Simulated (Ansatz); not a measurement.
InGa₂P₃, ordered on the zincblende lattice (P3m1) with 6 atoms a cell at its r2SCAN geometry, run in the PAW code Ansatz at 4 levels of theory. The cell comes from a prototype generator: it can be a known phase or a hypothetical one. No magnetic order is allowed.

The PBE+SOC input:
```yaml
crystal:
  lattice:
    - [3.9600764336, 0.0, 0.0]
    - [-1.9800382168, 3.4295267924, 0.0]
    - [0.0, 0.0, 9.7403922071]
  atoms:
    - { symbol: Ga, position: [0.0, 0.0, -0.0067803703] }
    - { symbol: Ga, position: [0.6666666667, 0.3333333333, 0.673963061] }
    - { symbol: In, position: [0.3333333333, 0.6666666667, 0.335072618] }
    - { symbol: P, position: [0.6666666667, 0.3333333333, 0.9165128973] }
    - { symbol: P, position: [0.3333333333, 0.6666666667, 0.596830263] }
    - { symbol: P, position: [0.0, 0.0, 0.2344015311] }
kpoints:
  mp_grid: { grid: [12, 12, 4] }
  band_path:
    path:
      - [0.0, 0.0, 0.0]
      - [0.5, 0.0, 0.0]
      - [0.3333333333, 0.3333333333, 0.0]
      - [0.0, 0.0, 0.5]
      - [0.5, 0.0, 0.5]
      - [0.3333333333, 0.3333333333, 0.5]
    npoints: 1
hamiltonian:
  xc: pbe
scf:
  occupations: { method: fermi_dirac, width: 0.02 }
  n_extra_bands: 10
magnetization:
  noncollinear: true
  spin_orbit: true
output:
  forces: true
  stress: true
  eigenvalues: true
  write_density: true
  write_potential: true
  elf: true
  volumetric_format: npy
```

Main results, then, where recorded, the levels near the gap in eV from the Fermi energy (columns number the bands from 0), one row a point of the path (Γ, M, K, A, L, H):
```
Crystal: 6 atoms, lattice volume = 132.286 Å³
Symmetry: 6 space group operations + 6 with time reversal
Magnetic group: BNS 156.50 (UNI 1280)
```
```
Basis set: ecut = 420 eV, 2589 PW (Γ)
k-points: 69 of 576 (time reversal used)
SCF 1 converged in 10 iterations: F = -15435.003247 eV  dr2 = 1.08e-8
Free energy (F): -15435.003247 eV
Fermi energy:    7.614077 eV
--- Forces (eV/Å), atoms counted from 1 ---
  atom   1  Ga      0.00000      0.00000    -0.03306
  atom   2  Ga      0.00000      0.00000    -0.03689
  atom   3  In      0.00000      0.00000      0.04157
  atom   4  P       0.00000      0.00000      0.03286
  atom   5  P       0.00000      0.00000    -0.02203
  atom   6  P       0.00000      0.00000      0.01755
--- Stress (GPa, compression-positive) ---
        2.052377       0.000000       0.000000
        0.000000       2.052377       0.000000
        0.000000       0.000000       2.221050
  P = ⅓ Tr σ = 2.1086 GPa (21.086 kbar)
```
```tsv
band_48	band_49	band_50	band_51	band_52	band_53	band_54	band_55	band_56	band_57	band_58	band_59
-0.745	-0.745	-0.525	-0.525	-0.464	-0.464	0.461	0.461	0.683	0.683	1.690	1.690
-2.999	-2.999	-2.327	-2.327	-1.882	-1.882	0.995	0.995	1.221	1.221	1.783	1.783
-2.610	-2.593	-2.469	-2.435	-2.396	-2.387	1.822	1.835	1.852	1.868	1.880	1.896
-1.164	-1.164	-0.703	-0.703	-0.618	-0.618	0.660	0.660	1.140	1.140	2.111	2.111
-2.707	-2.707	-1.757	-1.757	-1.578	-1.578	0.839	0.839	1.178	1.178	1.847	1.847
-3.037	-3.010	-3.009	-2.984	-2.891	-2.890	3.045	3.045	3.115	3.121	3.178	3.193
```

The PBE+SOC gap is direct at Γ: 0.93 eV.

r2SCAN. Against the first input these blocks differ (the band path and keys that only write files left aside):
```yaml
hamiltonian:
  xc: r2scan
scf:
  occupations: { method: fixed }
  n_extra_bands: 5
```
(magnetization left out)

```
Basis set: ecut = 500 eV, 3365 PW (Γ)
k-points: 69 of 576 (time reversal used)
SCF 1 converged in 7 iterations: F = -15472.487495 eV  dr2 = 9.43e-8
Free energy (F): -15472.487495 eV
Fermi energy:    6.942805 eV
--- Forces (eV/Å), atoms counted from 1 ---
  atom   1  Ga      0.00000      0.00000    -0.00095
  atom   2  Ga      0.00000      0.00000    -0.00152
  atom   3  In      0.00000      0.00000      0.00048
  atom   4  P       0.00000      0.00000      0.00302
  atom   5  P       0.00000      0.00000    -0.00262
  atom   6  P       0.00000      0.00000      0.00161
--- Stress (GPa, compression-positive) ---
       -0.043888       0.000000       0.000000
        0.000000      -0.043888       0.000000
        0.000000       0.000000       0.097351
  P = ⅓ Tr σ = 0.0032 GPa (0.032 kbar)
```
```tsv
band_24	band_25	band_26	band_27	band_28	band_29
-0.239	0.000	0.000	1.409	1.516	2.584
-2.573	-1.912	-1.438	1.732	1.972	2.590
-2.196	-2.033	-1.976	2.627	2.634	2.668
-0.727	-0.165	-0.165	1.492	2.013	3.047
-2.304	-1.300	-1.138	1.673	1.926	2.627
-2.614	-2.596	-2.493	3.893	3.962	3.996
```

With r2SCAN the gap is 1.41 eV and direct, at Γ. The mean stress is close to zero (0.00 GPa).

HSE06. Against the first input these blocks differ (the band path and keys that only write files left aside):
```yaml
kpoints:
  mp_grid: { grid: [6, 6, 2] }
hamiltonian:
  xc: hse06
scf:
  occupations: { method: fixed }
  n_extra_bands: 5
```
(magnetization left out)

```
Basis set: ecut = 420 eV, 2589 PW (Γ)
k-points: 14 of 72 (time reversal used)
SCF 1 stopped early in 4 iterations: F = -15432.880392 eV  dr2 = 7.63e-5
Exchange kernel: α = 0.2500, screened, ω = 0.2079 Å⁻¹, Wigner–Seitz truncation, v(0) = 1046.0500 eV·Å³, q-mesh 6×6×2
SCF 2 stopped early in 8 iterations: F = -15439.517228 eV  dr2 = 1.13e-6
hybrid outer 1: dexx = +2.502e-2 eV, tail = 6.41e-5 eV
SCF 3 converged in 7 iterations: F = -15439.516745 eV  dr2 = 1.04e-9
hybrid outer 2: dexx = +2.341e-6 eV, tail = 3.46e-8 eV, Δε = 2.56e-3 eV, ΔF = 4.21e-3 eV/Å
Free energy (F): -15439.516745 eV
Fermi energy:    6.700309 eV
--- Forces (eV/Å), atoms counted from 1 ---
  atom   1  Ga      0.00000      0.00000    -0.02093
  atom   2  Ga      0.00000      0.00000    -0.01437
  atom   3  In      0.00000      0.00000    -0.00671
  atom   4  P       0.00000      0.00000      0.01410
  atom   5  P       0.00000      0.00000    -0.05793
  atom   6  P       0.00000      0.00000      0.08580
--- Stress (GPa, compression-positive) ---
        0.260990       0.000000       0.000000
        0.000000       0.260990       0.000000
        0.000000       0.000000       0.265186
  P = ⅓ Tr σ = 0.2624 GPa (2.624 kbar)
```
```tsv
band_24	band_25	band_26	band_27	band_28	band_29
-0.240	0.000	0.000	1.821	1.980	3.013
-2.674	-1.974	-1.514	2.111	2.435	3.075
-2.276	-2.123	-2.053	3.071	3.085	3.119
-0.740	-0.171	-0.171	1.951	2.491	3.467
-2.406	-1.344	-1.189	2.116	2.365	3.032
-2.715	-2.702	-2.593	4.429	4.497	4.502
```

With HSE06 the gap is 1.82 eV and direct, at Γ. The mean stress, +0.3 GPa, is small, and the program warns that its thresholds are loose for a hybrid's stress.

PBE0. Against the first input these blocks differ (the band path and keys that only write files left aside):
```yaml
kpoints:
  mp_grid: { grid: [6, 6, 2] }
hamiltonian:
  xc: pbe0
scf:
  occupations: { method: fixed }
  n_extra_bands: 5
```
(magnetization left out)

```
Basis set: ecut = 420 eV, 2589 PW (Γ)
k-points: 14 of 72 (time reversal used)
SCF 1 stopped early in 4 iterations: F = -15432.881006 eV  dr2 = 7.73e-5
Exchange kernel: α = 0.2500, full range, Wigner–Seitz truncation, v(0) = 15452.1952 eV·Å³, q-mesh 6×6×2
SCF 2 stopped early in 8 iterations: F = -15439.426669 eV  dr2 = 8.07e-6
hybrid outer 1: dexx = +3.647e-2 eV, tail = 8.51e-5 eV
SCF 3 converged in 7 iterations: F = -15439.426289 eV  dr2 = 3.69e-9
hybrid outer 2: dexx = +5.452e-6 eV, tail = 6.09e-8 eV, Δε = 2.61e-3 eV, ΔF = 1.10e-2 eV/Å
SCF 4 converged in 2 iterations: F = -15439.426289 eV  dr2 = 7.71e-10
hybrid outer 3: dexx = +1.866e-9 eV, tail = 1.76e-9 eV, Δε = 1.42e-4 eV, ΔF = 6.56e-5 eV/Å
Free energy (F): -15439.426289 eV
Fermi energy:    6.362449 eV
--- Forces (eV/Å), atoms counted from 1 ---
  atom   1  Ga      0.00000      0.00000    -0.01946
  atom   2  Ga      0.00000      0.00000    -0.01160
  atom   3  In      0.00000      0.00000    -0.01071
  atom   4  P       0.00000      0.00000      0.01220
  atom   5  P       0.00000      0.00000    -0.05959
  atom   6  P       0.00000      0.00000      0.08915
--- Stress (GPa, compression-positive) ---
        0.029126       0.000000       0.000000
        0.000000       0.029126       0.000000
        0.000000       0.000000       0.040397
  P = ⅓ Tr σ = 0.0329 GPa (0.329 kbar)
```
```tsv
band_24	band_25	band_26	band_27	band_28	band_29
-0.238	0.000	0.000	2.450	2.628	3.672
-2.722	-2.004	-1.544	2.771	3.102	3.745
-2.311	-2.159	-2.086	3.736	3.756	3.786
-0.746	-0.180	-0.180	2.598	3.138	4.127
-2.446	-1.361	-1.208	2.765	3.031	3.698
-2.763	-2.751	-2.640	5.127	5.189	5.190
```

PBE0 gives a direct gap of 2.45 eV at Γ. The mean stress, 0.0 GPa, is small, and the program warns that its thresholds are loose for a hybrid's stress.

Small level splittings and stresses of the hybrids carry the error of their coarser meshes.

Totals of different functionals, or with and without spin-orbit coupling, can't be compared.

Only the levels marked +SOC include spin-orbit coupling.

The meshes of the hybrids are coarse, so their gaps aren't converged to the digits shown.
